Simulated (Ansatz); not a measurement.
Space group Pnnm (No. 58). a = 4.464 Å, b = 5.259 Å, c = 2.990 Å, α = 90.00°, β = 90.00°, γ = 90.00°
```
atom site symmetry x y z
  Fe    2a     ..2/m  0.0000  0.0000  0.0000
   B    4g       ..m  0.2505  0.3126  0.0000
   B    4g       ..m  0.3380  0.1267  0.5000
```

Equation of state of this FeB4 structure (not necessarily the ground state), with shape and atoms relaxed at each volume where symmetry leaves them free. It has no gap at any of these volumes. All numbers below come from Ansatz, DFT PBEsol, scalar-relativistic, plane waves, PAW.

Settings: cutoff 420 eV, Γ-centred mesh 8×8×12 on the computed 10-atom cell, Gaussian smearing of 0.10 eV; no spin polarisation.

```
V (Å³/atom) E − E(largest V) (meV/atom) P (GPa)
      6.599                         4.23    19.71
      6.810                       -14.48     9.12
      7.020                       -20.28     0.00
      7.231                       -14.95    -7.87
      7.442                         0.00   -14.64
```

Question: Fit a third-order Birch–Murnaghan equation to E(V).

Answer: V0 = 7.02 Å³/atom, B0 = 282 GPa, B0' = 3.9.

Spin polarisation was left out, and a magnetic state may lie lower.

Cost: 5 runs of about 12 core-minutes in all, on Arm Neoverse V2 (shared hosts).